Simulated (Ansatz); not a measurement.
A distorted cell of PbI2 (CdI2 type):

```
PbI2
1.0
    4.48298     0.00000     0.00000
   -2.24149     3.88238     0.00000
    0.00000     0.00000     7.40445
Pb I
1 2
Cartesian
  0.00000   0.00000   0.00000
  0.00000   2.58825   2.00601
  2.24149   1.29413   5.39844
```

The numbers are results of PBE-D3(BJ) (plane waves to 420 eV, PAW, scalar-relativistic; Ansatz, an electronic-structure program), not measurements. k mesh 8×8×5 (Γ-centred), Fermi-Dirac smearing 0.05 eV. Energies are smeared free energies. Compression counts positive. As the atoms are clamped, bonds stretch with the cell, which overstates energies and stresses. PbI2 was relaxed with its symmetry unable to fall. Spin-orbit coupling is left out, though I and Pb are heavy. The PAW data are Ansatz's earlier set.

Task: What is the stress tensor (GPa)?

Result: 
```
  -0.39     0.00     0.00
   0.00    -0.39     0.00
   0.00     0.00    -1.52
```
The pressure, a third of the trace, is -0.77 GPa.

Task: It is the relaxed cell deformed to V/V₀ = 1.027, (c/a)/(c/a)₀ = 1.080, c along z, fractional positions held. What is its energy relative to the relaxed cell?

Result: 10.1 meV/atom.

(A scan under strain: stresses follow from slopes of the energy per volume, elastic moduli from its curvatures.)
